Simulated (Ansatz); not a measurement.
Given:

GaAs:
Space group P6₃/mmc (No. 194); a = 3.768 Å, b = 3.768 Å, c = 6.441 Å, α = 90.00°, β = 90.00°, γ = 120.00°

| atom | site | symmetry | x | y | z |
|---|---|---|---|---|---|
| Ga | 2a | -3m. | 0.0000 | 0.0000 | 0.0000 |
| As | 2c | -6m2 | 0.3333 | 0.6667 | 0.2500 |

This is the PBE-relaxed structure.

Problem. All from PBE (plane waves, PAW; program Ansatz), unless another level is named. Predict the electronic character.

Solution. metallic (no gap).

Problem. Give the density of states at the Fermi level.

Solution. 0.43 states/eV per atom (mean over ±0.08 eV).

Problem. Next, the formation energy from the elements (no fitted shifts)?

Solution. 0.002 eV/atom.

Problem. Next, the gap with spin–orbit coupling?

Solution. none (metallic).

Space group P6_3/mmc (NiAs type). The start of the workflow was typed in or built on a structure type; neither database checked (COD, Materials Project) lists it. It is not the phase usual at ambient conditions (space group No. 216). The cell keeps a stress of up to 0.2 GPa. The PBE relaxation kept the symmetry of its start; its stability against distortions is not shown here. The references are the lowest solids computed at this level, not always the standard phases. Scalar-relativistic: spin–orbit coupling is off unless named, which matters more the heavier the elements.

Potentials: the later of the program's two PAW sets.
